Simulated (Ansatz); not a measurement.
NbAs in space group I4_1md (No. 109; Nb on 4a, As on 4a) at seven volumes, DFT-LDA in the program Ansatz with PAW potentials, shape and atoms relaxed at each. One row is withheld.

```
V (Å³/atom)  P (GPa)
-----------  -------
15.315         21.09
15.820         12.93
16.325          5.95
16.830          0.00
17.335         -5.08
17.840         -9.41
18.345             ?
```

### Question
Fit the shown pressures and predict the withheld one.

### Answer
Third-order Birch–Murnaghan: P = (3/2)B₀(x^(7/2) − x^(5/2))[1 + (3/4)(B′ − 4)(x − 1)] with x = (V₀/V)^(2/3). Least squares on the six rows gives V₀ = 16.830 Å³/atom, B₀ = 182.9 GPa, B′ = 4.25. At V = 18.345, x = 0.9442 and P = -13.13 GPa. The run itself gave -13.09 GPa.

The LDA relaxation kept the symmetry of its start. The run is not spin-polarised.

Potentials: the earlier of the program's two PAW sets. The files were generated under PBE; for other functionals the program regenerates the frozen cores, and for LDA and PBEsol the local potential too.
